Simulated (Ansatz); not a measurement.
Simulated powder pattern, Fe Kα, λ = 1.93735 Å (kinematic, ideal powder, no thermal factors, no anomalous dispersion; the 30 strongest lines at most, above 1 %, up to 2θ = 90°):

```csv
2θ (°),d (Å),I/Imax (%)
42.53,2.671,100
49.52,2.313,5.9
72.64,1.636,66
87.97,1.395,23
```

The pattern belongs to a structure relaxed with DFT-PBE in the program Ansatz with PAW potentials.

The compound is Li2O.

**Question.** Give the crystal system and the lattice parameters.

**Answer.** cubic, Fm-3m; a = 4.626 Å.

The cell was relaxed with PBE under the symmetry of its start.

Potentials: the later of the program's two PAW sets.
